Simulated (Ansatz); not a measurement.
Ba$_{4}$Sb$_{2}$O:
```
CELL_PARAMETERS angstrom
     -2.60148     2.60148     9.03767
      2.60148    -2.60148     9.03767
      2.60148     2.60148    -9.03767
ATOMIC_POSITIONS crystal
  Ba 0.67048 0.67048 0.00000
  Ba 0.32952 0.32952 0.00000
  Ba 0.50000 0.00000 0.50000
  Ba 0.00000 0.50000 0.50000
  Sb 0.86248 0.86248 0.00000
  Sb 0.13752 0.13752 0.00000
  O  0.50000 0.50000 0.00000
```

Relaxed with PBEsol. Independent-particle spectrum: no excitons, no local fields, no scissors shift; 0.1 eV broadening; ε₁ of the summed bands alone.

Question: Tabulate the dielectric function from DFT-PBEsol in the program Ansatz with PAW potentials.

Answer: 

```tsv
E (eV)	ε₁ xx	ε₂ xx	ε₁ zz	ε₂ zz
0.0	11.75	0.00	10.12	0.00
0.4	12.73	0.05	10.35	0.00
0.8	12.78	3.23	11.25	0.05
1.2	12.60	4.92	13.48	0.95
1.6	12.65	6.00	18.05	5.02
2.0	9.32	9.66	10.16	13.32
2.4	6.23	8.82	4.43	10.23
2.8	7.16	7.50	4.84	7.56
3.2	4.21	9.95	4.33	6.43
3.6	2.18	8.02	5.53	7.69
4.0	2.26	8.98	2.23	8.67
4.4	1.15	9.02	1.50	8.52
4.8	-1.73	7.56	1.74	9.57
5.2	-2.47	4.76	-2.35	6.99
5.6	-0.93	4.24	-2.64	4.95
6.0	-1.61	3.68	-1.18	3.86
6.4	-1.34	2.71	-1.51	3.80
6.8	-0.90	1.99	-1.82	3.25
7.2	-0.43	1.89	-2.02	2.31
7.6	-0.12	2.08	-1.41	1.45
8.0	-0.41	1.66	-0.77	1.24
8.4	-0.02	1.42	-0.45	1.11
8.8	-0.06	1.59	-0.01	1.23
9.2	-0.01	1.35	-0.47	1.19
9.6	0.09	1.08	-0.14	0.92
10.0	0.35	1.00	0.00	0.56
10.4	0.44	0.96	0.24	0.51
10.8	0.40	0.94	0.48	0.39
11.2	0.47	0.78	0.66	0.41
11.6	0.76	0.49	0.90	0.47
12.0	0.79	0.75	0.89	0.46
```

Question: From ε at 1.5 eV (xx: 12.06 + 5.48i), find n, k, the normal reflectivity and the absorption coefficient.

Answer: n = 3.56, k = 0.770, R = 33 %, α = 2kE/ħc = 120000 cm⁻¹.

With all bands, ε∞ without local fields is 11.8 (xx = yy), 10.2 (zz). DFPT, with local fields, gives 10.8 (xx = yy), 9.08 (zz).

Space group I4/mmm. The workflow started from a Materials Project entry (that database holds measured and hypothetical structures alike); the Crystallography Open Database files this formula in space group No. 139, but the cells were not matched. Whether it is the stable phase at ambient conditions was not checked. Symmetry was held in the PBEsol relaxation; its stability against distortions is not shown here. Scalar-relativistic: spin–orbit coupling is off unless named, which matters more the heavier the elements.

Potentials: the later of the program's two PAW sets.
